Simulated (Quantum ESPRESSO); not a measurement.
## Band energies of NaLuO2 at -3 % isotropic strain

```xyz
4
Lattice="1.6019 0.9248 5.3239 -1.6019 0.9248 5.3239 0.0000 -1.8497 5.3239" Properties=species:S:1:pos:R:3 pbc="T T T"
O      0.0000     0.0000     3.8306
O      0.0000     0.0000    12.1413
Na     0.0000     0.0000     0.0000
Lu     0.0000     0.0000     7.9859
```

PBEsol (pw.x of Quantum ESPRESSO, ONCV potentials, without SOC); path ΓLB1,BZΓX,QFP1Z,LP; energies in eV from the valence-band maximum.

| k (1/Å) | point | band 19 | band 20 | band 21 | band 22 | band 23 | band 24 | band 25 | band 26 |
|---|---|---|---|---|---|---|---|---|---|
| 0.00 | Γ | -1.60 | -1.50 | -0.11 | 0.00 | 0.00 | 4.20 | 6.42 | 6.42 |
| 0.57 |  | -1.56 | -1.44 | -1.16 | -0.43 | -0.32 | 5.16 | 6.32 | 7.28 |
| 1.15 | L | -1.57 | -1.57 | -1.49 | -0.74 | -0.48 | 4.48 | 7.62 | 9.63 |
| 1.27 |  | -1.57 | -1.57 | -1.47 | -0.76 | -0.57 | 4.60 | 7.56 | 9.08 |
| 1.88 | B1 | -1.54 | -1.46 | -1.39 | -1.23 | -0.86 | 6.10 | 6.46 | 7.33 |
| 1.88 | B | -1.54 | -1.46 | -1.39 | -1.23 | -0.86 | 6.10 | 6.46 | 7.33 |
| 2.39 |  | -1.56 | -1.35 | -1.03 | -1.02 | -0.40 | 5.42 | 5.78 | 7.36 |
| 2.91 |  | -1.59 | -1.48 | -0.68 | -0.30 | -0.17 | 5.96 | 6.18 | 6.71 |
| 3.11 | Z | -1.61 | -1.50 | -0.78 | -0.08 | -0.08 | 5.72 | 6.50 | 6.50 |
| 3.58 |  | -1.60 | -1.50 | -0.19 | -0.01 | -0.01 | 4.33 | 6.43 | 6.43 |
| 3.70 | Γ | -1.60 | -1.50 | -0.11 | 0.00 | 0.00 | 4.20 | 6.42 | 6.42 |
| 4.12 |  | -1.59 | -1.45 | -0.80 | -0.38 | -0.17 | 5.50 | 5.80 | 6.66 |
| 4.74 |  | -1.54 | -1.35 | -1.35 | -1.29 | -0.89 | 6.15 | 6.25 | 7.59 |
| 5.05 | X | -1.55 | -1.48 | -1.33 | -1.29 | -0.89 | 6.12 | 6.87 | 6.90 |
| 5.05 | Q | -1.55 | -1.48 | -1.33 | -1.29 | -0.89 | 6.12 | 6.87 | 6.90 |
| 5.15 |  | -1.56 | -1.39 | -1.37 | -1.35 | -0.77 | 5.61 | 7.09 | 7.14 |
| 5.66 | F | -1.57 | -1.57 | -1.54 | -0.52 | -0.52 | 3.93 | 7.85 | 8.36 |
| 5.66 | P1 | -1.57 | -1.57 | -1.50 | -0.56 | -0.51 | 4.06 | 7.70 | 8.49 |
| 6.11 |  | -1.51 | -1.44 | -1.15 | -0.50 | -0.40 | 4.72 | 6.83 | 7.06 |
| 6.64 |  | -1.60 | -1.49 | -0.76 | -0.12 | -0.09 | 5.78 | 6.43 | 6.54 |
| 6.73 | Z | -1.61 | -1.50 | -0.78 | -0.08 | -0.08 | 5.72 | 6.50 | 6.50 |
| 6.73 | L | -1.57 | -1.57 | -1.49 | -0.74 | -0.48 | 4.48 | 7.62 | 9.63 |
| 7.12 | P | -1.57 | -1.57 | -1.50 | -0.56 | -0.51 | 4.06 | 7.70 | 8.49 |

The PBEsol gap is indirect, 3.93 eV, from Γ to F; the smallest direct gap is 4.20 eV.

The 4f states are in the valence at their DFT position.

Geometry strained from the cell relaxed with PBEsol, atoms relaxed again.

The structure is a Materials Project entry; no match was found in the copy of COD used, and its stability was not checked.
